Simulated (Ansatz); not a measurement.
### Question
Each is relaxed and computed with PBE in the plane-wave PAW code Ansatz. Which is the only metal?
A) TaN, I4_1md (Ta on 4a, N on 4a)
B) SrCdSiS4, Ama2 (Pearson symbol oS28)
C) Mg2Si, Pn-3m (Mg on 4c, Si on 2a)
D) TaSi2, MoSi2 or CaC2 type

### Answer
D, TaSi2, MoSi2 or CaC2 type. TaSi2: metal; SrCdSiS4: gap 2.70 eV (indirect); TaN: gap 0.57 eV (indirect); Mg2Si: gap 0.31 eV (direct). Constructed cells (a structure type filled with these elements, in neither database checked): TaSi2, MoSi2 or CaC2 type; TaN, I4_1md (Ta on 4a, N on 4a); Mg2Si, Pn-3m (Mg on 4c, Si on 2a). Not the usual ambient phase: TaN, I4_1md (Ta on 4a, N on 4a); Mg2Si, Pn-3m (Mg on 4c, Si on 2a). Standing as an ambient phase not checked: SrCdSiS4, Ama2 (Pearson symbol oS28). All cells were relaxed under the symmetry of their starts (and spin orders); stability against distortions was not tested throughout. Rows with no word on spin ran without spin polarisation. Spin–orbit coupling is left out wherever it is not named.

Potentials: the later of the program's two PAW sets.
